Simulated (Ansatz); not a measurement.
**InSb3: pressure against volume**

InSb3, Fm-3m, a = 7.448 Å. The structure is a Materials Project entry; whether it is the stable form wasn't checked. Ansatz: PBEsol, PAW, 420 eV, Γ-centred 10×10×10 mesh on 4 atoms, Gaussian smearing 0.10 eV; no spin polarisation. Symmetry fixes shape and atoms, so the cell is only scaled; pressure is positive in compression.

| V (Å³/atom) | P (GPa) |
| --- | --- |
| 24.271 | 4.45 |
| 25.046 | 2.02 |
| 25.820 | 0.00 |
| 26.595 | -1.72 |
| 27.369 | ? |

Problem. Take V0 = 25.820 Å³/atom, fit the third-order Birch–Murnaghan form to the other rows, and predict the missing pressure.

Solution. With the Eulerian strain f = ½[(V0/V)^(2/3) − 1] and y = P/[3f(1 + 2f)^(5/2)], the form is the line y = B0 + 1.5 B0 (B0′ − 4) f. Rows (f, y): 0.02105, 63.6; 0.01025, 62.4; -0.00976, 61.7. Means f = 0.007180, y = 62.567; Σ(Δf)² = 0.0004888, ΣΔfΔy = 0.02850; the slope is their ratio. y = 62.15 + 58.31 f GPa, so B0 = 62.1 GPa and B0′ = 4 + 2 × (58.31)/(3 × 62.15) = 4.63. At V = 27.369, f = -0.01905, y = 61.04 and P = -3.17 GPa. The run gave -3.16 GPa, so the fit is 0.01 GPa too low, within twice the rms miss on the fitted rows (0.010 GPa). The form still works here, 33 % of the fitted range beyond its end.

Cost: 5 runs of about 0.68 core-minutes in all, on Intel Xeon 6975P-C (Granite Rapids) (shared hosts).